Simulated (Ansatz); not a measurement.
**Cd: frozen-core PAW against all-electron methods**

```yaml
crystal:
  lattice:
    - [2.97887, -0.04468, -0.04468]
    - [-1.52813, 2.60212, -0.01636]
    - [-0.08426, -0.08426, 5.61765]
  atoms:
    - { symbol: Cd, position: [0.33333, 0.66667, 0.25000] }
    - { symbol: Cd, position: [0.66667, 0.33333, 0.75000] }
```

Atoms are numbered in the order listed.

The cell is COD entry 9008490, as deposited and not checked against the literature; nothing was relaxed. The listed cell was then made from it by scaling, straining or moving an atom.

All numbers are computed: DFT, PBEsol, PAW with Ansatz's default frozen-core files, scalar-relativistic (Ansatz 0.2.0); DFT, PBEsol, all-electron PAW with datasets made for the crystal, scalar-relativistic (Ansatz 0.2.0); DFT, PBEsol, all-electron LAPW, scalar-relativistic (Ansatz 0.2.0).

For PAW: a Γ-centred 14×14×7 k mesh, Fermi–Dirac smearing of 0.05 eV, cutoff 420 eV, no spin polarisation; the PAW files were made with PBE, and the program remakes their frozen cores for this functional. The crystal-made all-electron datasets (AE datasets) take a cutoff of 260 eV at this cell. LAPW targets a basis error of 0.25 meV/atom. The Ansatz runs share mesh, smearing and spin set-up. Plane-wave (PAW) pressures include the program's estimate of the Pulay term.

Stress and pressure are positive in compression.

The change that made this cell: equal xy, yz and zx engineering shear strains of -3 %.

Spin–orbit coupling is left out, which moves gradients at and beside heavy atoms by some per cent and at worst by a factor of two.

In a metal, gradients converge slowly with the k mesh: the values move by tens of per cent from one mesh to another, at times in sign, so only the comparison on one mesh counts.

```json
{"quantity": "pressure (GPa)", "PAW": "-1.28", "AE datasets": "-1.29", "LAPW": "-1.29"}
{"quantity": "stress xx (GPa)", "PAW": "-1.22", "AE datasets": "-1.23", "LAPW": "-1.23"}
{"quantity": "stress yy (GPa)", "PAW": "-1.47", "AE datasets": "-1.48", "LAPW": "-1.48"}
{"quantity": "stress zz (GPa)", "PAW": "-1.15", "AE datasets": "-1.16", "LAPW": "-1.16"}
{"quantity": "stress yz (GPa)", "PAW": "0.43", "AE datasets": "0.43", "LAPW": "0.43"}
{"quantity": "stress xz (GPa)", "PAW": "0.41", "AE datasets": "0.41", "LAPW": "0.41"}
{"quantity": "stress xy (GPa)", "PAW": "0.64", "AE datasets": "0.64", "LAPW": "0.64"}
{"quantity": "field gradient Vzz at Cd1 (10²¹ V/m²)", "PAW": "7.40", "AE datasets": "7.58", "LAPW": "–"}
```

PAW's pressure differs from the LAPW value by about 0.01 GPa or less. Datasets made for the crystal and LAPW share parts of one code, so their agreement isn't an independent check.
